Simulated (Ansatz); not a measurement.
# Zincblende alloy of ZnS and MgS (6 of 32 Zn sites exchanged), 64 atoms

Ansatz, PAW, plane waves. PBEsol relaxation of volume and atoms (shape held) at the single k point (¼, ¼, ¼) without its symmetry partners; single points on the relaxed atoms at the Γ point alone, onto which points of the small cell's zone fold. Arrangement: quasirandom. No spin–orbit coupling unless named.

Relaxed structure:

```
Zn S Mg
1.0
    10.82289    0.00000    0.00000
     0.00000   10.82289    0.00000
     0.00000    0.00000   10.82289
Zn S Mg
26 32 6
Cartesian
  10.7840 0.0240 10.7996
  10.8057 0.0058 5.4289
  10.7878 5.3961 10.8002
  10.7993 5.4142 5.4335
  5.4512 0.0376 10.7834
  5.4340 0.0190 5.4481
  5.4579 5.3731 10.7756
  5.4349 5.3932 5.4480
  2.7098 2.6900 10.7986
  2.7079 2.6839 5.4284
  2.6893 8.1367 5.4520
  8.1202 2.6843 10.7972
  8.1222 2.6887 5.4299
  8.1392 8.1402 10.7820
  8.1320 8.1408 5.4454
  2.7061 0.0210 8.0976
  8.1373 0.0203 2.7061
  8.1190 0.0032 8.1129
  8.1247 5.4115 8.1110
  10.8053 2.6883 2.7041
  10.8052 2.6888 8.1136
  10.7841 8.1370 2.7243
  10.7843 8.1446 8.0989
  5.4361 2.6850 2.7049
  5.4376 2.6830 8.1137
  5.4534 8.1360 8.0975
  1.2956 1.3941 1.2943
  1.3423 1.3517 6.7614
  1.2464 6.7646 1.3503
  1.2899 6.8097 6.7423
  6.7853 1.3519 1.3440
  6.7846 1.3465 6.7803
  6.7868 6.7595 1.2443
  6.7847 6.7638 6.7611
  4.1183 4.0027 1.2928
  4.1120 3.9865 6.7285
  4.1069 9.5367 1.2957
  4.0640 9.4803 6.7724
  9.5008 3.9901 1.2967
  9.4608 4.0494 6.7698
  9.4600 9.4816 1.3419
  9.4531 9.4947 6.7718
  4.1101 1.3882 4.1092
  4.0627 1.3529 9.4450
  4.0595 6.7628 4.1639
  4.1595 6.7546 9.4423
  9.4694 1.3522 4.0636
  9.4454 1.3473 9.4435
  9.4873 6.8067 4.1138
  9.4687 6.7659 9.4452
  1.2826 3.9871 4.1270
  1.3032 4.0094 9.4970
  1.3013 9.4365 4.1077
  1.2817 9.5403 9.3969
  6.7346 4.0075 4.1050
  6.7919 4.0305 9.4374
  6.8308 9.5365 4.1203
  6.7803 9.4865 9.4477
  2.6854 8.1331 10.7740
  2.6863 0.0294 2.7155
  2.6870 5.3699 2.7224
  2.7064 5.3879 8.0907
  8.1330 5.3898 2.6991
  5.4479 8.1336 2.7184
```

(1) What are the mean bond lengths by pair (pairs within 1.2 times the sum of covalent radii, less contacts 15 % beyond the pair's median; cation–cation pairs of compounds aside; long ionic contacts are cut short by that bound)?

(2) What gap lies between the top filled and the lowest empty level in the single points?

Results:

(1) Mg–S 2.417 ± 0.009 Å (standard deviation, 24 bonds); S–Zn 2.327 ± 0.008 Å (standard deviation, 104 bonds).

(2) HSE06 3.60 eV (25 s on NVIDIA GB300).
